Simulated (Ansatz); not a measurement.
FeSi:
```cif
data_Fe4Si4
_chemical_formula_sum 'Fe4 Si4'
_space_group_name_H-M_alt 'P 1'
_space_group_IT_number 1
_cell_length_a 4.43083
_cell_length_b 4.43083
_cell_length_c 4.43083
_cell_angle_alpha 90.000
_cell_angle_beta 90.000
_cell_angle_gamma 90.000
loop_
_space_group_symop_operation_xyz
  'x, y, z'
loop_
_atom_site_label
_atom_site_type_symbol
_atom_site_fract_x
_atom_site_fract_y
_atom_site_fract_z
_atom_site_occupancy
Fe1 Fe 0.13902 0.13902 0.13902 1
Fe2 Fe 0.63902 0.36098 0.86098 1
Fe3 Fe 0.86098 0.63902 0.36098 1
Fe4 Fe 0.36098 0.86098 0.63902 1
Si1 Si 0.84490 0.84490 0.84490 1
Si2 Si 0.34490 0.65510 0.15510 1
Si3 Si 0.15510 0.34490 0.65510 1
Si4 Si 0.65510 0.15510 0.34490 1
```
Starting moments (μB, in the order of the atoms Fe Fe Fe Fe Si Si Si Si): 1.2 1.2 1.2 1.2 -0.1 -0.1 -0.1 -0.1.

Relaxed with r²SCAN.

Task: Tabulate the valence density and the electron localisation function along the shortest Si–Si contact (2.74 Å), the program Ansatz at the r²SCAN level (PAW).

Result: 

| distance from Si (Å) | density (e/Å³) | ELF |
|---|---|---|
| 0.27 | 0.10 | 0.22 |
| 0.41 | 0.18 | 0.18 |
| 0.55 | 0.28 | 0.25 |
| 0.68 | 0.35 | 0.40 |
| 0.82 | 0.38 | 0.52 |
| 0.96 | 0.36 | 0.56 |
| 1.10 | 0.33 | 0.54 |
| 1.23 | 0.31 | 0.50 |
| 1.37 | 0.30 | 0.49 |
| 1.51 | 0.31 | 0.50 |
| 1.64 | 0.33 | 0.54 |
| 1.78 | 0.36 | 0.56 |
| 1.92 | 0.38 | 0.52 |
| 2.05 | 0.35 | 0.40 |
| 2.19 | 0.28 | 0.26 |
| 2.33 | 0.18 | 0.18 |
| 2.47 | 0.10 | 0.22 |

The density is the valence pseudo-density with augmentation charge, so density and ELF within about 1 Å of a nucleus are not all-electron values.

Space group P2_13. Symmetry was held in the r²SCAN relaxation. Spin order of the final state: ferromagnetic, chosen from 2 collinear starts compared on coarse meshes (ties went to the first, and starts can fall back to one state), not a proven ground state. Other orbital occupations within this spin state were not tried. For itinerant 3d metals, meta-GGAs of the SCAN family and hybrids are commonly reported to give too large moments.

Potentials: the later of the program's two PAW sets.
